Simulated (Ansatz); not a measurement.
A relaxation computed with Ansatz, from input to last step.

```yaml
crystal:
  lattice:
    - [1.9536702391, 1.1279520384, 9.0562525684]
    - [-1.9536702391, 1.1279520384, 9.0562525684]
    - [0.0, -2.2559040768, 9.0562525684]
  atoms:
    - { symbol: Sb, position: [0.0, 0.0, 0.0] }
    - { symbol: Sb, position: [0.2095, 0.2095, 0.2095] }
    - { symbol: Sb, position: [0.7905, 0.7905, 0.7905] }
    - { symbol: P, position: [0.4, 0.4, 0.4] }
    - { symbol: P, position: [0.6, 0.6, 0.6] }
basis:
  ecutwfc: 420
kpoints:
  mp_grid: { grid: [6, 6, 6] }
hamiltonian:
  xc: pbe
scf:
  occupations: { method: gaussian, width: 0.1 }
  lower_state_search: "off"
output:
  forces: true
  stress: true
  eigenvalues: true
relax:
  adjacent_minimum: "off"
  f_tol: 0.04
  max_steps: 70
  cell: { stress_tol: 0.4 }
```

```bash
ansatz run input.yaml --threads 1 --pin off --max-ram 2560MiB --backend cpu --events-out ev --progress --plain --runs-dir out
```

All numbers below come from DFT PBE, scalar-relativistic, plane waves, PAW (Ansatz 0.2.0).

Of 9 frames 8 are shown, positions in Å and forces in eV/Å; the SCF threshold varies from step to step. Steps run on the plane waves of an earlier cell, with a Pulay correction in the pressure. The basis is chosen afresh for the last frame, the zero of the energies, and at times for earlier ones too; energy and pressure step there, also at an unchanged geometry. The mark taken_back stands on steps that the optimiser undid.

```xyz
5
Lattice="1.9537 1.1280 9.0563 -1.9537 1.1280 9.0563 0.0000 -2.2559 9.0563" Properties=species:S:1:pos:R:3:forces:R:3 pbc="T T T" step=1 free_energy_over_end_meV_per_atom=24.59 pressure_GPa=0.12
Sb    0.0000    0.0000    0.0000    0.0000    0.0000    0.0000
Sb    0.0000    0.0000    5.6919    0.0000    0.0000   -0.3156
Sb    0.0000    0.0000   21.4769    0.0000    0.0000    0.3156
P     0.0000    0.0000   10.8675    0.0000    0.0000   -0.4110
P     0.0000    0.0000   16.3013    0.0000    0.0000    0.4110
5
Lattice="1.9434 1.1220 9.0244 -1.9434 1.1220 9.0244 0.0000 -2.2440 9.0244" Properties=species:S:1:pos:R:3:forces:R:3 pbc="T T T" step=2 free_energy_over_end_meV_per_atom=17.03 pressure_GPa=0.31
Sb    0.0000    0.0000    0.0000    0.0000    0.0000    0.0000
Sb    0.0000    0.0000    5.6194    0.0000    0.0000    0.1087
Sb    0.0000    0.0000   21.4537    0.0000    0.0000   -0.1087
P     0.0000    0.0000   10.7617    0.0000    0.0000   -0.0459
P     0.0000    0.0000   16.3114    0.0000    0.0000    0.0459
5
Lattice="1.9628 1.1332 8.9231 -1.9628 1.1332 8.9231 0.0000 -2.2664 8.9231" Properties=species:S:1:pos:R:3:forces:R:3 pbc="T T T" step=3 free_energy_over_end_meV_per_atom=14.75 pressure_GPa=-0.01
Sb    0.0000    0.0000    0.0000    0.0000    0.0000    0.0000
Sb    0.0000    0.0000    5.5831    0.0000    0.0000   -0.1008
Sb    0.0000    0.0000   21.1863    0.0000    0.0000    0.1008
P     0.0000    0.0000   10.6036    0.0000    0.0000    0.0930
P     0.0000    0.0000   16.1657    0.0000    0.0000   -0.0930
5
Lattice="1.9891 1.1484 8.7504 -1.9891 1.1484 8.7504 0.0000 -2.2968 8.7504" Properties=species:S:1:pos:R:3:forces:R:3 pbc="T T T" step=4 free_energy_over_end_meV_per_atom=10.29 pressure_GPa=-0.49
Sb    0.0000    0.0000    0.0000    0.0000    0.0000    0.0000
Sb    0.0000    0.0000    5.4672    0.0000    0.0000   -0.1941
Sb    0.0000    0.0000   20.7840    0.0000    0.0000    0.1941
P     0.0000    0.0000   10.3912    0.0000    0.0000    0.1200
P     0.0000    0.0000   15.8600    0.0000    0.0000   -0.1200
5
Lattice="2.0361 1.1755 8.3089 -2.0361 1.1755 8.3089 0.0000 -2.3511 8.3089" Properties=species:S:1:pos:R:3:forces:R:3 pbc="T T T" step=5 free_energy_over_end_meV_per_atom=1.76 pressure_GPa=-0.43
Sb    0.0000    0.0000    0.0000    0.0000    0.0000    0.0000
Sb    0.0000    0.0000    5.1402    0.0000    0.0000   -0.0609
Sb    0.0000    0.0000   19.7864    0.0000    0.0000    0.0609
P     0.0000    0.0000    9.8710    0.0000    0.0000    0.1207
P     0.0000    0.0000   15.0556    0.0000    0.0000   -0.1207
5
Lattice="1.9404 1.1203 8.4437 -1.9404 1.1203 8.4437 0.0000 -2.2406 8.4437" Properties=species:S:1:pos:R:3:forces:R:3 pbc="T T T" step=6 free_energy_over_end_meV_per_atom=85.14 pressure_GPa=6.90 taken_back
Sb    0.0000    0.0000    0.0000    0.0000    0.0000    0.0000
Sb    0.0000    0.0000    5.0888    0.0000    0.0000    1.4552
Sb    0.0000    0.0000   20.2424    0.0000    0.0000   -1.4552
P     0.0000    0.0000   10.1611    0.0000    0.0000   -0.6308
P     0.0000    0.0000   15.1701    0.0000    0.0000    0.6308
5
Lattice="2.0156 1.1637 8.4372 -2.0156 1.1637 8.4372 0.0000 -2.3274 8.4372" Properties=species:S:1:pos:R:3:forces:R:3 pbc="T T T" step=7 free_energy_over_end_meV_per_atom=0.17 pressure_GPa=-0.11
Sb    0.0000    0.0000    0.0000    0.0000    0.0000    0.0000
Sb    0.0000    0.0000    5.2135    0.0000    0.0000   -0.0247
Sb    0.0000    0.0000   20.0981    0.0000    0.0000    0.0247
P     0.0000    0.0000   10.0507    0.0000    0.0000   -0.0404
P     0.0000    0.0000   15.2609    0.0000    0.0000    0.0404
5
Lattice="2.0192 1.1658 8.3940 -2.0192 1.1658 8.3940 0.0000 -2.3315 8.3940" Properties=species:S:1:pos:R:3:forces:R:3 pbc="T T T" step=9 free_energy_over_end_meV_per_atom=0.00 pressure_GPa=0.02
Sb    0.0000    0.0000    0.0000    0.0000    0.0000    0.0000
Sb    0.0000    0.0000    5.1830    0.0000    0.0000    0.0053
Sb    0.0000    0.0000   19.9991    0.0000    0.0000   -0.0053
P     0.0000    0.0000    9.9930    0.0000    0.0000   -0.0005
P     0.0000    0.0000   15.1891    0.0000    0.0000    0.0005
```

The start puts this composition into another compound's structure type, which needn't suit it. At the end the space group is R-3m (tolerance 0.05 Å).

It took 2.1 min on 1 thread of Arm Neoverse N1, with other jobs on the host, peak memory 0.41 GiB.

The k mesh is coarse.